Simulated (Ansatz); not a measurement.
Method: Ansatz 0.2.0, DFT PBE, scalar-relativistic, plane waves, PAW. All cells share a 420 eV cutoff and Γ-centred k meshes spaced about 0.3 Å⁻¹ or finer (0.25 for metals, 2π included). No spin polarisation.

Relaxed structures of Sc2SnSe5, with energies over the first row. Coordination counts Se atoms around Sc and Sn (those within 1.25 times the shortest such distance or 1.15 times the sum of covalent radii, 1.27 where that leaves under three; a plus sign parts nearer from farther groups).

```json
{"#": "1", "form": "P-3m1", "sites": "Sc 2d; Sn 1a; Se 2d, 2d, 1b", "V (Å³/atom)": "28.4", "coordination": "Sc 3+3, Sn 6", "ΔE (meV/atom)": "0"}
{"#": "2", "form": "R-3m", "sites": "Sc 6c; Sn 3a; Se 3b, 6c, 6c", "V (Å³/atom)": "28.8", "coordination": "Sc 3+3, Sn 6", "ΔE (meV/atom)": "0"}
{"#": "3", "form": "C2/m", "sites": "Sc 4i; Sn 2a; Se 4i, 4i, 2b", "V (Å³/atom)": "26.8", "coordination": "Sc 6, Sn 6", "ΔE (meV/atom)": "123"}
```

A further structure, relaxed alike:

```xyz
16
Lattice="2.7595 -6.7430 0.0000 2.7595 6.7430 0.0000 0.0000 0.0000 12.8113" Properties=species:S:1:pos:R:3 pbc="T T T"
Sc    2.7595   -4.5210    0.7993
Sc    2.7595   -4.5210    5.6063
Sc    2.7595    4.5210    7.2050
Sc    2.7595    4.5210   12.0120
Sn    2.7595    4.1628    3.2028
Sn    2.7595   -4.1628    9.6085
Se    2.7595    2.4966    0.9656
Se    2.7595    6.3012    1.2083
Se    2.7595   -3.3673    3.2028
Se    2.7595    2.4966    5.4400
Se    2.7595    6.3012    5.1974
Se    2.7595   -2.4966    7.3713
Se    2.7595   -6.3012    7.6139
Se    2.7595    3.3673    9.6085
Se    2.7595   -2.4966   11.8457
Se    2.7595   -6.3012   11.6030
```

Problem. Place it among the others.

Solution. It falls between rows 2 and 3, 72 meV/atom above row 1, with space group Cmcm (No. 63) and 29.8 Å³/atom. Counting Se atoms around Sc and Sn, this cell has Sc 6, Sn 6 and row 1 has Sc 3+3, Sn 6. This cell holds Se–Se pairs (shortest 2.57 Å); in row 1 the shortest Se–Se distance is 3.85 Å. Sc has 6 Se at 2.67–2.78 Å; around Sn lie 6 Se at 2.79–2.92 Å; Se on a site of symmetry m is surrounded by 3 Sc at 2.69–2.78 Å and 1 Sn at 2.79 Å; Se on a second site of symmetry m has 1 Se at 2.57 Å, 2 Sc at 2.68–2.69 Å and 1 Sn at 2.92 Å; 1 more site not described.

No dispersion correction is applied, so the spacing and binding between layers, chains or molecules are poorly described (P-3m1, R-3m), and this can change margins and order among such cells. Trial moments fell under 0.15 μB along the way in Cmcm and C2/m; another start might hold them. With atoms moved at random, row 1 came back. Row 2, row 3 and the further cell had no clear such test and can be saddle points.
